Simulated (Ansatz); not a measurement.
A relaxed cell of MgSe (Fm-3m (No. 225)), relaxed on a k-mesh at least as fine as the one used below. All values below come from r2SCAN (plane waves to 500 eV, PAW, scalar-relativistic; Ansatz, a first-principles code). Γ-centred k-mesh 10×5×10 on the run's cell, Fermi–Dirac smearing 0.05 eV.

```
MgSe
1.0
    0.00000     2.73609     2.73609
    5.47218     0.00000     5.47218
    2.73609     2.73609     0.00000
Mg Se
2 2
Direct
  0.00000   0.00000   0.00000
  0.00000   0.50000   0.00000
  0.50000   0.25000   0.50000
  0.50000   0.75000   0.50000
```

The atoms are displaced by (Å):

| atom | ux | uy | uz |
|---|---|---|---|
| Mg1 | 0.035 | -0.020 | 0.046 |
| Mg2 | 0.021 | -0.079 | -0.139 |
| Se3 | 0.075 | 0.066 | 0.145 |
| Se4 | 0.210 | 0.037 | 0.031 |

**Question.** What forces (eV/Å) and pressure result?

**Answer.** 
```json
[
 {"atom": "Mg1", "Fx": "0.27", "Fy": "0.32", "Fz": "-0.17"},
 {"atom": "Mg2", "Fx": "0.28", "Fy": "0.08", "Fz": "1.17"},
 {"atom": "Se3", "Fx": "0.04", "Fy": "-0.24", "Fz": "-0.92"},
 {"atom": "Se4", "Fx": "-0.58", "Fy": "-0.17", "Fz": "-0.07"}
]
```

Pressure +1.7 GPa.

**Question.** Estimate the energy cost of the displacement in the harmonic approximation and compare with the calculation.

**Answer.** For a harmonic well ΔE = −½ Σ F·u = 0.222 eV a cell, or 56 meV/atom. The calculated energy relative to the undisplaced cell is +49 meV/atom, so the harmonic estimate holds well.

No spin polarisation in the result.

The run that gave the undisplaced cell could not lose the symmetry of its start; a randomly shaken copy of 4 atoms returns to this structure.
